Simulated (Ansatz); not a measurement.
Values for one crystal, relaxed and computed with DFT-r²SCAN in the program Ansatz with PAW potentials; other levels are named.

| Property | Value |
|---|---|
| Volume per atom | 20.27 Å³ |
| Electronic character | metallic (no gap) |
| Formation energy from the elements (no fitted shifts) | -0.74 eV/atom |
| Density of states at the Fermi level | 0.25 states/eV per atom (mean over ±0.08 eV) |

**Question.** Which of these materials gives this?
(A) HfCuGe2, P4/nmm (Hf on 2c, Cu on 2b, Ge on 2a, Ge on 2c)
(B) YSi2Ru2, I4/mmm (Y on 2a, Si on 4e, Ru on 4d)
(C) YAlGe, Cmcm (Y on 4c, Al on 4a, Ge on 4c)
(D) Y3SiS2, Immm (Y on 4j, Y on 2d, Si on 2a, S on 4i)

**Answer.** C, YAlGe, Cmcm (Y on 4c, Al on 4a, Ge on 4c)

The workflow started from a Materials Project entry (that database holds measured and hypothetical structures alike); the Crystallography Open Database files this formula in space group No. 63, but the cells were not matched. Whether it is the stable phase at ambient conditions was not checked. Symmetry was held in the r²SCAN relaxation; whether a distortion lowers the energy is not shown. The run is not spin-polarised. The references are the lowest solids computed at this level, not always the standard phases. Scalar-relativistic: spin–orbit coupling is off unless named, which matters more the heavier the elements.

Potentials: the later of the program's two PAW sets.
